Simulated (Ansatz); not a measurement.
## P (R-3m), stationary points along a deformation path

All numbers below come from DFT PBEsol, scalar-relativistic, plane waves, PAW (Ansatz 0.2.0). Cutoff 420 eV, Γ-centred 18×18×18 k-points, Gaussian smearing of 0.15 eV. No spin polarisation. Energies are free energies at this smearing, counted from the undisturbed cell; pressure is positive in compression.

The undisturbed cell (as given, not relaxed at this level; it stands at -1.7 GPa; this form isn't the usual structure):

```xyz
2
Lattice="1.7257 0.9963 3.1297 -1.7257 0.9963 3.1297 0.0000 -1.9927 3.1297" Properties=species:S:1:pos:R:3 pbc="T T T"
P     0.0000    0.0000    2.1321
P     0.0000    0.0000    7.2570
```

At fixed volume and fractional coordinates, lengths along (0.000, 0.000, 1.000) are scaled against those across it; ρ is that ratio over its starting value. V = 16.144 Å³/atom. Δσ is the stress along the axis less the mean stress across it (compression positive).

```csv
ρ,ΔE (meV/atom),Δσ (GPa),space group
0.850,65.4,13.92,R-3m
0.920,11.7,6.15,R-3m
0.960,0.1,1.90,R-3m
1.000,0.0,-1.44,R-3m
1.050,8.8,-3.79,R-3m
1.100,23.1,-5.68,R-3m
1.200,66.7,-9.83,R-3m
```

Q: How does the stress give the slope of the energy, and where is the energy stationary?

A: Along the path d ln(length) is 2/3 d ln ρ on the axis and −1/3 d ln ρ across it, so dE/d ln ρ = −(2/3) V Δσ: the energy falls with ρ where Δσ is positive. Δσ vanishes or changes sign between ρ = 0.960 and 1.000, a minimum (near 0.98 by linear interpolation). Pairs of stationary points between two samples would go unseen, and could change a minimum read from distant neighbours into a maximum.

Q: Integrate that slope from ρ = 1 to 1.200 by the trapezoid rule.

A: With V/N in Å³ and 1 eV/Å³ = 160.2 GPa the slopes at ρ = 1.000, 1.050, 1.100, 1.200 are 97, 255, 381, 660 meV/atom per unit of ln ρ. The steps add 8.6 + 14.8 + 45.3 = 68.7 meV/atom, against 66.7 from the energies; the trapezoid rule misses the curvature of the slope within each step.

Forces appear on the atoms along this scan, and letting them relax would lower the energy and soften the response. In a metal these slopes depend on the k mesh and the smearing.